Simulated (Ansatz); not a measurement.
Input and command of a calculation in Ansatz (plane waves; scalar-relativistic PAW potentials unless the input names others):

```yaml
crystal:
  lattice:
    - [0.0, 3.29888657, 3.29888657]
    - [3.29888657, 0.0, 3.29888657]
    - [3.29888657, 3.29888657, 0.0]
  atoms:
    - { symbol: Cs, position: [0.75, 0.75, 0.75] }
    - { symbol: Cs, position: [0.25, 0.25, 0.25] }
    - { symbol: Tl, position: [0.0, 0.0, 0.0] }
    - { symbol: In, position: [0.5, 0.5, 0.5] }
    - { symbol: F, position: [0.7362896594, 0.2787146378, 0.2787146378] }
    - { symbol: F, position: [0.2862167864, 0.2712124892, 0.7137832136] }
    - { symbol: F, position: [0.2637103406, 0.7212853622, 0.7212853622] }
    - { symbol: F, position: [0.2862167864, 0.7137832136, 0.2712124892] }
    - { symbol: F, position: [0.7137832136, 0.2862167864, 0.7287875108] }
    - { symbol: F, position: [0.7137832136, 0.7287875108, 0.2862167864] }
basis:
  ecutwfc: 420
kpoints:
  mp_grid: { grid: [4, 4, 4] }
hamiltonian:
  xc: pbesol
scf:
  occupations: { method: gaussian, width: 0.05 }
  max_iter: 60
output:
  forces: true
  eigenvalues: true
  stress: true
```

```bash
ansatz run input.yaml --threads 2 --pin off --max-ram 5120MiB --backend cpu --events-out ev --progress --plain --runs-dir out
```

Abridged log:
```
Basis set: ecut = 420 eV, 1411 PW (Γ), exchange–correlation on 64×64×64 points (8 copies of the dense FFT grid, shifted against one another)
Bands: 53, of which v1, the nominal top of the filled ones, is band 43 counted from 1 (42 counted from 0)
Symmetry: 4 space group operations
k-points: 24 of 64
SCF iter   1: F=—  HF=-32699.813376 eV  |F-HF|=—  |Δ(HF+E_count)|=         —  Δρ=6.05e-2  dr2=1.61e0  ethr=1.77e-3  ⟨swp⟩=11.0  Hψ=7905  notcnv=0  defer=15
SCF iter   2: F=—  HF=-32699.522613 eV  |F-HF|=—  |Δ(HF+E_count)|=   2.91e-1  Δρ=3.25e-2  dr2=5.26e-1  ethr=1.77e-3  ⟨swp⟩=2.4  Hψ=2415  notcnv=0  defer=94
SCF iter   3: F=—  HF=-32699.368715 eV  |F-HF|=—  |Δ(HF+E_count)|=   1.54e-1  Δρ=6.07e-3  dr2=3.73e-2  ethr=6.11e-4  ⟨swp⟩=2.6  Hψ=2198  notcnv=0  defer=94
SCF iter   4: F=—  HF=-32699.357228 eV  |F-HF|=—  |Δ(HF+E_count)|=   1.15e-2  Δρ=2.74e-3  dr2=4.32e-3  ethr=4.34e-5  ⟨swp⟩=2.2  Hψ=2304  notcnv=0  defer=94
SCF iter   5: F=—  HF=-32699.355967 eV  |F-HF|=—  |Δ(HF+E_count)|=   1.26e-3  Δρ=8.20e-4  dr2=5.34e-4  ethr=5.02e-6  ⟨swp⟩=2.1  Hψ=2230  notcnv=0  defer=94
SCF iter   6: F=—  HF=-32699.355771 eV  |F-HF|=—  |Δ(HF+E_count)|=   1.96e-4  Δρ=1.60e-4  dr2=1.05e-5  ethr=6.21e-7  ⟨swp⟩=3.7  Hψ=2785  notcnv=0  defer=94
SCF iter   7: F=—  HF=-32699.355894 eV  |F-HF|=—  |Δ(HF+E_count)|=   1.23e-4  Δρ=4.07e-5  dr2=9.88e-7  ethr=1.22e-8  ⟨swp⟩=2.6  Hψ=2429  notcnv=0  defer=94
SCF iter   8: F=-32699.355893 eV  HF=-32699.355893 eV  |F-HF|=2.83e-8  |Δ(HF+E_count)|=   3.09e-7  Δρ=1.07e-5  dr2=4.85e-8  ethr=1.16e-10  ⟨swp⟩=17.2  Hψ=8777  notcnv=0
SCF 1 converged in 8 iterations: F = -32699.355893 eV  dr2 = 4.85e-8
SCF converged after 8 iterations
Free energy (F): -32699.355893 eV
Harris-Foulkes:  -32699.355893 eV  (|F-HF|=2.83e-8)
Internal energy: -32699.349729 eV  (E = F + TS)
E sigma→0 (E₀):  -32699.352811 eV
Entropy (-TS):   -0.006164 eV (-0.616 meV/atom)
Fermi energy:    30.861474 eV
--- Forces (eV/Å), atoms counted from 1 ---
  atom   1  Cs     0.01431045    -0.00371040    -0.00371040
  atom   2  Cs    -0.01431045     0.00371040     0.00371040
  atom   3  Tl     0.00000000     0.00000000     0.00000000
  atom   4  In     0.00000000     0.00000000     0.00000000
  atom   5  F    -33.19433336     0.87976736     0.87976736
  atom   6  F     -0.89192390     0.01071565   -33.36495998
  atom   7  F     33.19433336    -0.87976736    -0.87976736
  atom   8  F     -0.89192390   -33.36495998     0.01071565
  atom   9  F      0.89192390    33.36495998    -0.01071565
  atom  10  F      0.89192390    -0.01071565    33.36495998
--- Stress (GPa, compression-positive) ---
      632.879871       0.023706       0.023706
        0.023709     635.220961       1.158801
        0.023709       1.158801     635.220961
  P = ⅓ Tr σ = 634.4406 GPa (6344.406 kbar)
```

**Question.** The run was meant for a cell not far from equilibrium. What is wrong with this input?

**Answer.** The fault is a lattice far too small (lattice vectors times 0.700). Setting it back cures it. The run converged all the same, with an energy at zero smearing 10.4 eV/atom above the reference's, pressure 634.44 GPa, largest force 33.377 eV/Å, no gap on the mesh, so convergence alone doesn't show that an input is right. A reference run of the cell with lattice vectors 0.0000 4.7127 4.7127; 4.7127 0.0000 4.7127; 4.7127 4.7127 0.0000 Å and the atoms in their places converged with pressure -0.08 GPa, largest force 0.033 eV/Å, gap on the mesh 3.86 eV.

It took 4.8 s on 2 threads of Arm Neoverse V1, with other jobs on the host, peak memory 0.42 GiB.